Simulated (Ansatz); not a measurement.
## Relaxing Sb

All numbers below come from DFT r2SCAN, scalar-relativistic, plane waves, PAW (Ansatz).

The start is a database structure of Sb, space group R-3m (No. 166).

The final relaxation ran on this input, with the default PAW datasets:

```yaml
crystal:
  lattice:
    - [2.150600332, 1.2416496806, 3.744]
    - [-2.150600332, 1.2416496806, 3.744]
    - [0.0, -2.4832993611, 3.744]
  atoms:
    - { symbol: Sb, position: [0.23364, 0.23364, 0.23364] }
    - { symbol: Sb, position: [0.76636, 0.76636, 0.76636] }
basis:
  ecutwfc: 500
kpoints:
  mp_grid: { grid: [15, 15, 15] }
hamiltonian:
  xc: r2scan
scf:
  occupations: { method: gaussian, width: 0.1 }
output:
  forces: true
  stress: true
  eigenvalues: true
relax:
  adjacent_minimum: "off"
  f_tol: 0.01
  max_steps: 80
  cell: { stress_tol: 0.05 }
```

It can be run as:

```bash
ansatz run input.yaml --threads 1 --pin off --backend cpu --events-out ev --progress --plain --runs-dir out  # memory cap (--max-ram) not shown
```

End of the output:

```
SCF converged after 5 iterations
Free energy (F): -12998.250783 eV
Harris-Foulkes:  -12998.250783 eV  (|F-HF|=2.91e-11)
Internal energy: -12998.250210 eV  (E = F + TS)
E sigma→0 (E₀):  -12998.250496 eV
Entropy (-TS):   -0.000574 eV (-0.287 meV/atom)
Fermi energy:    9.468000 eV
--- Per-component energies (eV) ---
  E_band       = -377.359303
  E_kinetic    = 411.563061
  E_local      = -3274.229693  (includes V_loc(G=0)·N_el)
  E_nonlocal   = 725.756264
  E_hartree    = 1481.708769
  E_xc         = -254.064089
  E_vxc        = -204.666107  (∫ρ·V_xc dr)
  E_paw        = -9203.575736  (= ΣΔE_a)
  E_vpaw       = -1013.038168  (= ΣTr[D̂ρ^β])
  E_aug_tail   = -0.000001  (compensation charges beyond the density's cutoff)
  E_vtau       = 13.837858  (kinetic-family band-sum trace: ∫τ·v_τ [+ j·A + Jᵃ·Aᵃ] dr)
  E_ewald      = -2886.420859
  E_core_change = 1.012074  (= ΣΔE_core)
  E_smearing   = -0.000574  (= −TS)
  E_closure    = 0.000000  (closes the sum)
  Σ components = -12998.250783   (vs F -12998.250783, Δ=0.00e0)
--- Forces (eV/Å), atoms counted from 1 ---
  atom   1  Sb     0.00000000     0.00000000    -0.00139633
  atom   2  Sb     0.00000000     0.00000000     0.00139633
  max |Σ_I F_I| component: 2.78e-17 eV/Å
--- Stress (GPa, compression-positive) ---
        0.002657       0.000000       0.000000
        0.000000       0.002657       0.000000
        0.000000       0.000000       0.009915
  P = ⅓ Tr σ = 0.0051 GPa (0.051 kbar)
--- Relaxed structure (6 steps of the walk, 6 accepted, 1 SCFs on fresh bases) ---
  F+E_penalty+E_count = -12998.25078313 eV   max|allowed force component| = 1.396e-3 eV/Å   (the final SCF, on the basis selected at the relaxed cell)
  cell:  # Å, volume = 63.1381 Å³
    - [2.170211, 1.252972, 3.869875]
    - [-2.170211, 1.252972, 3.869875]
    - [0.000000, -2.505944, 3.869875]
  atoms:
    - { symbol: Sb, position: [0.231445, 0.231445, 0.231445] }
    - { symbol: Sb, position: [0.768555, 0.768555, 0.768555] }
```

Absolute energies hang on the potentials; compare differences alone.

The result has space group R-3m (No. 166). Sb is coordinated by 3 Sb at 2.92 Å and 3 Sb at 3.45 Å.

Spin–orbit coupling is left out.

Symmetry constrained the relaxation, so the result can be a saddle point.